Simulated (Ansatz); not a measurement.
# Data sheet: Ag$_{3}$Au (DFT)

Ag3Au:
```cif
data_Ag3Au
_chemical_formula_sum 'Ag3 Au1'
_space_group_name_H-M_alt 'P 1'
_space_group_IT_number 1
_cell_length_a 4.10719
_cell_length_b 4.10719
_cell_length_c 4.10719
_cell_angle_alpha 90.000
_cell_angle_beta 90.000
_cell_angle_gamma 90.000
loop_
_space_group_symop_operation_xyz
  'x, y, z'
loop_
_atom_site_label
_atom_site_type_symbol
_atom_site_fract_x
_atom_site_fract_y
_atom_site_fract_z
_atom_site_occupancy
Ag1 Ag 0.50000 0.00000 0.50000 1
Ag2 Ag 0.00000 0.50000 0.50000 1
Ag3 Ag 0.50000 0.50000 0.00000 1
Au1 Au 0.00000 0.00000 0.00000 1
```

Space group Pm-3m (No. 221), Cu3Au type; conventional cell a = b = c = 4.1072 Å, α = β = γ = 90.00°.

Method: r²SCAN in the plane-wave PAW code Ansatz. Structure relaxed to zero pressure with the same functional. Other levels are named where they apply.

Cell and energy:

```
Item                                                            Value
-----------------------------------------------------  --------------
Volume per atom                                              17.32 Å³
Density                                                   12.48 g/cm³
Formation energy from the elements (no fitted shifts)  -0.059 eV/atom
```

Electronic structure:

```
Quantity                                                                     Value
------------------------------------  --------------------------------------------
Electronic character                                             metallic (no gap)
Density of states at the Fermi level  0.24 states/eV per atom (mean over ±0.08 eV)
```

The workflow started from a Materials Project entry (that database holds measured and hypothetical structures alike); the Crystallography Open Database copy checked does not list it. With Ag and Au taken as one species the cell has the higher symmetry Fm-3m, so it may be an ordered model of a mixed-site phase. Its standing as an ambient phase is unchecked. The r²SCAN relaxation kept the symmetry of its start; whether a distortion lowers the energy is not shown. No spin polarisation was allowed. The references are the lowest solids computed at this level, not always the standard phases. Spin–orbit coupling is left out wherever it is not named.

Potentials: the later of the program's two PAW sets.
